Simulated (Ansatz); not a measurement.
Relaxed SiC (wurtzite):

```xyz
4
Lattice="3.0920 0.0000 0.0000 -1.5460 2.6777 0.0000 0.0000 0.0000 5.0743" Properties=species:S:1:pos:R:3 pbc="T T T"
Si     1.5460     0.8926     0.0026
Si     0.0000     1.7851     2.5398
C      1.5460     0.8926     3.1698
C      0.0000     1.7851     0.6327
```

Scan: atom 4 (C, nearest neighbour Si at 1.893 Å; its periodic images, 3.1 Å or more away, move with it) is displaced along Cartesian [111], direction (0.577, 0.577, 0.577) in Cartesian axes, by s. The other atoms stay.

Calculation: PBE (plane waves to 420 eV, PAW, scalar-relativistic; Ansatz, a program for electronic structure). k mesh 10×10×5 (Γ-centred), Fermi-Dirac smearing 0.05 eV. Energies are smeared free energies. Left out: 1 of 11 points, with atoms too close for the PAW data. SiC was relaxed with its symmetry unable to fall. The zero of ΔE is the undisplaced structure.

Successive frames, forces in eV/Å:

```tsv
frame	ΔE (eV/cell)	F on Si1	F on Si2	F on C3	F on C4
s = 0.342 Å	0.896	(0.822, 2.112, 0.912)	(0.115, 0.124, 2.641)	(-0.041, -0.006, 1.182)	(-0.896, -2.230, -4.734)
s = 0.228 Å	0.436	(0.964, 1.646, 0.760)	(0.166, 0.173, 1.551)	(-0.022, -0.007, 0.790)	(-1.107, -1.812, -3.101)
s = 0.114 Å	0.120	(0.751, 0.951, 0.477)	(0.117, 0.120, 0.663)	(-0.007, -0.003, 0.394)	(-0.862, -1.068, -1.535)
s = 0.000 Å	0.000	(0.000, 0.000, 0.000)	(0.000, 0.000, 0.000)	(0.000, 0.000, 0.000)	(0.000, 0.000, 0.000)
```

What are the energy and the forces in the next frame, s = -0.114 Å?

ΔE (eV/cell) = 0.146.

| atom | Fx | Fy | Fz |
|---|---|---|---|
| Si1 | -1.518 | -1.253 | -0.729 |
| Si2 | -0.156 | -0.153 | -0.440 |
| C3 | -0.008 | -0.004 | -0.392 |
| C4 | 1.683 | 1.410 | 1.561 |

(For displaced atoms, the force is minus the slope of the energy, and its curvature is a force constant, which sets phonon frequencies.)
